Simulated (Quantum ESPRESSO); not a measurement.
# Kohn-Sham bands of CsCl (rock salt)

```
CELL_PARAMETERS angstrom
      0.00000     3.50655     3.50655
      3.50655     0.00000     3.50655
      3.50655     3.50655     0.00000
ATOMIC_POSITIONS crystal
  Cs 0.00000 0.00000 0.00000
  Cl 0.50000 0.50000 0.50000
```

Cell from Materials Project (mp-573697), symmetrised, no further relaxation. COD (Crystallography Open Database) has the formula in 2 space groups, this one among them (matched by group alone). Level: PBEsol, no spin polarisation, no spin-orbit coupling; pw.x of Quantum ESPRESSO at 47 Ry with PseudoDojo potentials, 8×8×8 k-points, Wannier90. Density: 8×8×8 mesh, cold smearing 0.01 Ry. Spin-orbit coupling is left out although heavy elements are present.

### Question
List the Kohn-Sham levels between −8 and 7.8 eV relative to the valence-band maximum at the high-symmetry points, as a band run of pw.x on that density gives them (levels within 2 meV counted together).

### Answer
| point | k (reciprocal lattice) | levels (eV) |
|---|---|---|
| Γ | 0.000 0.000 0.000 | -5.65 (×3), -0.02 (×3), 4.78, 6.96 (×3) |
| X | 0.500 0.000 0.500 | -6.07, -5.82 (×2), -0.01, 0.00 (×2), 5.43, 7.24 |
| U | 0.625 0.250 0.625 | -6.00, -5.79, -5.76, -0.27, -0.17, -0.03, 6.13 |
| K | 0.375 0.375 0.750 | -6.00, -5.79, -5.76, -0.27, -0.17, -0.03, 6.13 |
| L | 0.500 0.500 0.500 | -5.76, -5.66 (×2), -0.65, -0.37 (×2), 6.88, 7.65 |
| W | 0.500 0.250 0.750 | -5.94 (×2), -5.68, -0.40, -0.03 (×2), 6.79 (×2) |
